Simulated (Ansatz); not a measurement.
Input and command of a calculation in Ansatz (plane waves; scalar-relativistic PAW potentials unless the input names others):

```yaml
crystal:
  lattice:
    - [1.54609485, 0.0, 0.0]
    - [-0.77304716, 1.33895751, 0.0]
    - [0.0, 0.0, 2.52476221]
  atoms:
    - { symbol: Ti, position: [0.0, 0.0, 0.0] }
    - { symbol: Ti, position: [0.33333333, 0.66666667, 0.5] }
basis:
  ecutwfc: 500
kpoints:
  mp_grid: { grid: [18, 18, 10] }
hamiltonian:
  xc: r2scan
scf:
  occupations: { method: gaussian, width: 0.1 }
  max_iter: 80
output:
  forces: true
  eigenvalues: true
  stress: true
relax:
  adjacent_minimum: "off"
  f_tol: 0.005
  max_steps: 80
  cell: { stress_tol: 0.05 }
```

```bash
ansatz run input.yaml --threads 1 --pin off --max-ram 2560MiB --backend cpu --events-out ev --progress --plain --runs-dir out
```

Abridged log:
```
Warning: the atoms were moved onto the symmetric positions of the space group found under crystal.symmetry.tolerance 1.0e-5 (fractional; ...
Basis set: ecut = 500 eV, 135 PW (Γ), exchange–correlation on 48×48×80 points (64 copies of the dense FFT grid, shifted against one another)
Bands: 16, of which v1, the nominal top of the filled ones, is band 12 counted from 1 (11 counted from 0)
Symmetry: 24 space group operations
k-points: 222 of 3240
SCF iter   1: F=—  HF=-4897.963746 eV  |F-HF|=—  |Δ(HF+E_count)|=         —  Δρ=7.07e-1  dr2=9.27e0  dr2_τ=1.14e1  ethr=1.77e-3  ⟨swp⟩=4.5  Hψ=17346  notcnv=0
SCF iter   2: F=—  HF=-4895.588591 eV  |F-HF|=—  |Δ(HF+E_count)|=    2.38e0  Δρ=3.96e-1  dr2=2.97e0  dr2_τ=3.04e-1  ethr=1.77e-3  ⟨swp⟩=3.0  Hψ=9621  notcnv=0  defer=29
SCF iter   3: F=—  HF=-4895.260712 eV  |F-HF|=—  |Δ(HF+E_count)|=   3.28e-1  Δρ=4.50e-2  dr2=3.84e-2  dr2_τ=2.87e-3  ethr=1.77e-3  ⟨swp⟩=3.0  Hψ=7765  notcnv=0  defer=29
SCF iter   4: F=—  HF=-4895.260137 eV  |F-HF|=—  |Δ(HF+E_count)|=   5.75e-4  Δρ=2.99e-3  dr2=6.57e-5  dr2_τ=3.71e-5  ethr=1.60e-4  ⟨swp⟩=2.5  Hψ=7179  notcnv=0  defer=30
SCF iter   5: F=—  HF=-4895.260772 eV  |F-HF|=—  |Δ(HF+E_count)|=   6.35e-4  Δρ=6.66e-4  dr2=7.94e-6  dr2_τ=1.43e-6  ethr=2.74e-7  ⟨swp⟩=2.6  Hψ=6461  notcnv=0  defer=30
SCF iter   6: F=-4895.260770 eV  HF=-4895.260770 eV  |F-HF|=5.05e-9  |Δ(HF+E_count)|=   1.62e-6  Δρ=5.13e-5  dr2=3.73e-8  dr2_τ=1.14e-8  ethr=4.17e-10  ⟨swp⟩=6.4  Hψ=22591  notcnv=0
SCF 1 converged in 6 iterations: F = -4895.260770 eV  dr2 = 3.73e-8
relax step   1: F+E_penalty+E_count = -4895.26077014 eV  Δ(F+E_penalty+E_count) = +0.000e0 eV  max|allowed force component| = 5.181e-16 eV/Å  Δτ_max = 0.0000 Å  P = +6938.157 GPa  Ω = 5.227 Å³  (6 SCF iters, dr2 threshold 1.00e-7 eV, accepted)
Crystal: 2 atoms, lattice volume = 6.027 Å³
Basis set: ecut = 500 eV, 147 PW (Γ), exchange–correlation on 48×48×80 points (64 copies of the dense FFT grid, shifted against one another)
Initial density: handed on by an earlier stage of this run
Initial wavefunctions: those handed on with the density
SCF iter   1: F=—  HF=-4922.583463 eV  |F-HF|=—  |Δ(HF+E_count)|=         —  Δρ=1.70e-1  dr2=6.31e-1  dr2_τ=2.59e0  ethr=2.63e-3  ⟨swp⟩=1.0  Hψ=23777  notcnv=0
SCF iter   2: F=—  HF=-4923.406926 eV  |F-HF|=—  |Δ(HF+E_count)|=   8.23e-1  Δρ=6.76e-2  dr2=9.98e-2  dr2_τ=1.37e-2  ethr=2.63e-3  ⟨swp⟩=3.1  Hψ=6383  notcnv=0
   ...
SCF iter   4: F=-5008.743341 eV  HF=-5008.743341 eV  |F-HF|=2.19e-8  |Δ(HF+E_count)|=   1.63e-7  Δρ=1.18e-5  dr2=4.51e-8  dr2_τ=2.48e-9  ethr=5.90e-10  ⟨swp⟩=5.0  Hψ=14451  notcnv=0
SCF 30 converged in 4 iterations: F = -5008.743341 eV  dr2 = 4.51e-8
relax step  30: F+E_penalty+E_count = -5008.74334058 eV  Δ(F+E_penalty+E_count) = -5.278e-5 eV  max|allowed force component| = 2.220e-16 eV/Å  Δτ_max = 0.0000 Å  P = -0.001 GPa  Ω = 34.601 Å³  energy of the carried Pulay correction = -6.207e-4 eV  (4 SCF iters, dr2 threshold 1.42e-7 eV, accepted)
SCF iter   1: F=—  HF=-5008.744014 eV  |F-HF|=—  |Δ(HF+E_count)|=         —  Δρ=1.46e-4  dr2=5.81e-7  dr2_τ=3.85e-6  ethr=2.00e-9  ⟨swp⟩=2.5  Hψ=24299  notcnv=0
SCF iter   2: F=—  HF=-5008.744024 eV  |F-HF|=—  |Δ(HF+E_count)|=   9.84e-6  Δρ=7.28e-5  dr2=1.06e-7  dr2_τ=4.73e-7  ethr=2.00e-9  ⟨swp⟩=2.1  Hψ=4627  notcnv=0
SCF iter   3: F=—  HF=-5008.744028 eV  |F-HF|=—  |Δ(HF+E_count)|=   3.53e-6  Δρ=1.12e-5  dr2=8.23e-9  dr2_τ=1.07e-8  ethr=4.41e-10  ⟨swp⟩=2.0  Hψ=6228  notcnv=0
SCF iter   4: F=—  HF=-5008.744028 eV  |F-HF|=—  |Δ(HF+E_count)|=   5.98e-8  Δρ=3.52e-6  dr2=2.34e-9  dr2_τ=6.08e-10  ethr=3.43e-11  ⟨swp⟩=3.0  Hψ=6416  notcnv=0
SCF iter   5: F=—  HF=-5008.744028 eV  |F-HF|=—  |Δ(HF+E_count)|=   4.44e-9  Δρ=1.02e-6  dr2=2.00e-10  dr2_τ=5.14e-11  ethr=9.74e-12  ⟨swp⟩=2.0  Hψ=6221  notcnv=0
SCF iter   6: F=—  HF=-5008.744028 eV  |F-HF|=—  |Δ(HF+E_count)|=  2.11e-10  Δρ=5.82e-7  dr2=1.08e-10  dr2_τ=4.84e-12  ethr=1.00e-12  ⟨swp⟩=2.0  Hψ=4109  notcnv=0
SCF iter   7: F=-5008.744028 eV  HF=-5008.744028 eV  |F-HF|=6.37e-12  |Δ(HF+E_count)|=  1.82e-11  Δρ=1.82e-7  dr2=1.12e-11  dr2_τ=2.19e-13  ethr=1.00e-12  ⟨swp⟩=3.4  Hψ=14266  notcnv=0
SCF 31 converged in 7 iterations: F = -5008.744028 eV  dr2 = 1.12e-11
SCF converged after 7 iterations
Free energy (F): -5008.744028 eV
Harris-Foulkes:  -5008.744028 eV  (|F-HF|=6.37e-12)
Internal energy: -5008.735726 eV  (E = F + TS)
E sigma→0 (E₀):  -5008.739877 eV
Entropy (-TS):   -0.008302 eV (-4.151 meV/atom)
Fermi energy:    13.485922 eV
--- Forces (eV/Å), atoms counted from 1 ---
  atom   1  Ti     0.00000000     0.00000000     0.00000000
  atom   2  Ti     0.00000000     0.00000000     0.00000000
--- Stress (GPa, compression-positive) ---
        0.017765       0.000000       0.000000
        0.000000       0.017765       0.000000
        0.000000       0.000000       0.006307
  P = ⅓ Tr σ = 0.0139 GPa (0.139 kbar)
--- Relaxed structure (28 steps of the walk, 28 accepted, 3 SCFs on fresh bases) ---
  F+E_penalty+E_count = -5008.74402761 eV   max|allowed force component| = 1.850e-16 eV/Å   (the final SCF, on the basis selected at the relaxed cell)
  cell:  # Å, volume = 34.6014 Å³
    - [2.93560989, -2.90500872e-7, 0.0]
    - [-1.46780469, 2.54231288, 0.0]
    - [0.0, 0.0, 4.63623812]
  atoms:
    - { symbol: Ti, position: [0.0, 0.0, 0.0] }
    - { symbol: Ti, position: [0.33333333, 0.66666666, 0.49999999] }
```

One setting here is unusual or wrong in general: a lattice far too small (lattice vectors times 0.529). For this cell it did little harm to the result, because the relaxation undid it: the run converged in 186 SCF iterations over all its steps (reference: 27) with an energy at zero smearing within 0.01 meV/atom of the reference's, a relaxed volume of 17.30 Å³/atom, pressure 0.01 GPa, largest force 0.000 eV/Å, no gap on the mesh. A reference run of the cell with lattice vectors 2.9217 0.0000 0.0000; -1.4608 2.5303 0.0000; 0.0000 0.0000 4.7711 Å and the atoms in their places converged, and the end of its own relaxation has a relaxed volume of 17.31 Å³/atom, pressure -0.02 GPa, largest force 0.000 eV/Å, no gap on the mesh.

Time: 120 s on 1 thread of Intel(R) Xeon(R) 6975P-C (Granite Rapids), with other jobs on the host, peak memory 0.58 GiB.